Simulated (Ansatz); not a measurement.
TiSi (rocksalt type), DFT, r2SCAN, PAW with Ansatz's default frozen-core files, scalar-relativistic (Ansatz 0.2.0), on 2 threads of Arm Neoverse V1 (shared host).

Command: `ansatz run input.yaml --threads 2 --pin off --max-ram 5120MiB --backend cpu --events-out ev --progress --plain --runs-dir out`

```yaml
crystal:
  lattice:
    - [0.0, 2.5539218996, 2.5539218996]
    - [2.5539218996, 0.0, 2.5539218996]
    - [2.5539218996, 2.5539218996, 0.0]
  atoms:
    - { symbol: Ti, position: [0.0, 0.0, 0.0] }
    - { symbol: Si, position: [0.5, 0.5, 0.5] }
kpoints:
  mp_grid: { grid: [13, 13, 13] }
scf:
  occupations: { method: fermi_dirac, width: 0.05 }
hamiltonian:
  xc: r2scan
  pseudopotentials: { kind: paw }
output:
  forces: true
  stress: true
relax:
  f_tol: 0.005
  max_steps: 40
  cell: {}
```

Task: How large is the problem that the program sets up?

Result: 84 irreducible k-points, 869 plane waves at Γ, 12 bands.

Task: About how long does it take?

Result: 7.6 s of wall time for 16 SCF iterations over 2 geometries. Times on shared machines scatter by tens of per cent.
